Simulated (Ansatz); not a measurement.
Consider the following.

InGaAs₂:
```xyz
4
Lattice="2.0818 1.2020 6.8240 -2.0818 1.2020 6.8240 0.0000 -2.4039 6.8240" Properties=species:S:1:pos:R:3 pbc="T T T"
In     0.0000     0.0000    12.7842
Ga     0.0000     0.0000     2.5557
As     0.0000     0.0000     0.1085
As     0.0000     0.0000    10.1414
```

This is the r²SCAN-relaxed structure. Tensor components refer to the Cartesian frame of this cell.

Question: All from r²SCAN in the plane-wave PAW code Ansatz, unless another level is named. Predict the Poisson's ratio.

Answer: 0.26.

Question: Predict the elastic constants (relaxed ions, GPa).

Answer: C11 = 114, C12 = 37.6, C13 = 33.2, C14 = -10.2, C33 = 130, C44 = 31.8.

Question: Give the highest zone-centre frequency (without LO–TO term).

Answer: 30.8 meV.

Space group R3m. The workflow started from a Materials Project entry (that database holds measured and hypothetical structures alike); the Crystallography Open Database copy checked does not list it. With In and Ga taken as one species the cell has the higher symmetry F-43m, so it may be an ordered model of a mixed-site phase. Whether it is the stable phase at ambient conditions was not checked. The r²SCAN relaxation kept the symmetry of its start; of distortions, only those at the zone centre were tested.

Potentials: the later of the program's two PAW sets.
